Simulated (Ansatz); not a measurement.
# Structures of TaTe: which is lowest?

Plane-wave DFT in Ansatz with scalar-relativistic PAW potentials, cutoff 420 eV, Γ-centred meshes chosen by cell and gap, Gaussian smearing with energies taken to zero width. Every cell was relaxed (cell and atoms) in a run of its own, within the symmetry of its start. Functional: PBE.

Relaxed structures (starts from databases or built by putting these elements on another compound's sites):
A. Fm-3m, 2 atoms in the computed cell, a = 5.700 Å; sites (symmetry × multiplicity) Ta m-3m × 4, Te m-3m × 4; start: built
B. Pm-3m, 2 atoms in the computed cell, a = 3.420 Å; sites (symmetry × multiplicity) Ta m-3m × 1, Te m-3m × 1; start: built

Q: Rank them by energy. Could pressure change the order?

A:
```csv
structure,group,E − E(lowest) (meV/atom),V (Å³/atom),gap on mesh (eV)
B,Pm-3m,0.0,20.00,0.00
A,Fm-3m,598,23.14,0.00
```

B is lowest, 598 meV/atom under A. The lowest is also the densest of these, so pressure wouldn't bring one of the others in at first order. Other structures may lie lower than all of these, and vibrations aren't counted.

Spin-orbit coupling is left out, which matters for the bands of heavy elements.